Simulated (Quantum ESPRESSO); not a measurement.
Field gradients of Na4I3Br from the PAW reconstruction of the field gradient on a scalar-relativistic PBE ground state (a modified build of Quantum ESPRESSO, JTH datasets). The input of pw.x:

```
&CONTROL
  calculation = 'scf'
  prefix = 'x'
  pseudo_dir = './pseudo'
  outdir = './out'
  tprnfor = .true.
/
&SYSTEM
  ibrav = 0
  nat = 8
  ntyp = 3
  ecutwfc = 60
  ecutrho = 240
  occupations = 'fixed'
  nbnd = 36
/
&ELECTRONS
  conv_thr = 1e-11
/
ATOMIC_SPECIES
Na 22.990 Na.GGA_PBE-JTH.UPF
Br 79.904 Br.GGA_PBE-JTH.UPF
I 126.904 I.GGA_PBE-JTH.UPF
CELL_PARAMETERS angstrom
    6.408007148000     0.000000000000     0.000000000000
    0.000000000000     6.408007148000     0.000000000000
    0.000000000000     0.000000000000     6.408007148000
ATOMIC_POSITIONS crystal
Na     0.000000000000     0.000000000000     0.000000000000
Br     0.500000000000     0.000000000000     0.000000000000
Na     0.000000000000     0.500000000000     0.500000000000
I      0.500000000000     0.500000000000     0.500000000000
Na     0.500000000000     0.000000000000     0.500000000000
I      0.000000000000     0.000000000000     0.500000000000
Na     0.500000000000     0.500000000000     0.000000000000
I      0.000000000000     0.500000000000     0.000000000000
K_POINTS automatic
4 4 4 0 0 0
```
The cell was made here from a computed Materials Project entry: one of 4 I replaced by Br, cell and atoms relaxed (PBE without dispersion, pw.x of Quantum ESPRESSO, symmetry kept). The parent is NaI in Fm-3m. The swapped cell is a model, not a known phase. Stability against distortions was not tested.

Vzz is the sum of three terms, each taken along its main axis: the smooth valence density, the ions (nucleus and frozen core) with the augmentation charges of all other spheres, and the all-electron minus smooth density in the atom's own sphere. The split hangs on the datasets.  Cores are frozen. I had no test against all-electron runs. Spin–orbit coupling is left out, a limit on I.

| site | smooth valence density | ions and other spheres | own sphere | Vzz (a.u.) |
|---|---|---|---|---|
| I (atoms 4, 6, 8) | 0.000 | 0.000 | (withheld) | (withheld) |

**Question.** What belongs in the gaps?

**Answer.** 
- I (atoms 4, 6, 8), own sphere: -0.034
- I (atoms 4, 6, 8), Vzz (a.u.): -0.035
